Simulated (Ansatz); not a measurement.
The computed numbers are results of HSE06, scalar-relativistic (collinear spin) in the plane-wave PAW code Ansatz at 420 eV, Γ-centred 8×8×8 mesh, 0.05 eV Gaussian smearing. The datasets are Ansatz's generated set soft_2.

A crystal of composition XN, relaxed at this level of theory, gives this pattern between 10° and 80°.

Cu Kα1 powder pattern (kinematic, no thermal factors).
```json
{"2θ (°)": "31.11", "relative intensity": "100"}
{"2θ (°)": "36.07", "relative intensity": "73"}
{"2θ (°)": "51.94", "relative intensity": "50"}
{"2θ (°)": "61.79", "relative intensity": "45"}
{"2θ (°)": "64.86", "relative intensity": "17"}
{"2θ (°)": "76.52", "relative intensity": "8"}
```

Q: Which lattice and cell does the pattern come from?

A: Cubic, space group Fm-3m (No. 225), a = 4.976 Å, b = 4.976 Å, c = 4.976 Å, α = 90.00°, β = 90.00°, γ = 90.00°. The line positions fix the lattice at most, not the space group, and lines under 1 % of the strongest aren't listed; this is the group of the computed cell.

The calculation on XN, where X is one element, gave:

| Item | Value |
| --- | --- |
| Band gap | zero (metallic) |
| Density of states at the Fermi level | about 0.0001 states/(eV·atom) (so small a value isn't resolved on this mesh) |
| Magnetic state | ferromagnetic (the only order tried) |
| Site spin moments | X 6.94; N -0.13 μB |
| Spin moment of the cell | 7.00 μB |
| f electrons (orthogonalised atomic orbitals) | X 7.05 |
| Bulk modulus (Birch–Murnaghan) | 159 GPa |

Sites: X on 4b, N on 4a.

Q: Which element is X?
A. Tb
B. Gd
C. Dy
D. Eu

A: B. X is Gd, so the compound is GdN.

The start was a prototype's sites filled with these elements; the Crystallography Open Database holds the compound in this structure.

These numbers lack spin–orbit coupling. The run wasn't fully tested for a lower electronic state. Pressures of hybrids are less tightly converged. For a metal under a hybrid functional this mesh is coarse. Site moments are of spin, integrated over atomic spheres. Only parallel moments were tried, so the real magnetic order may be another.
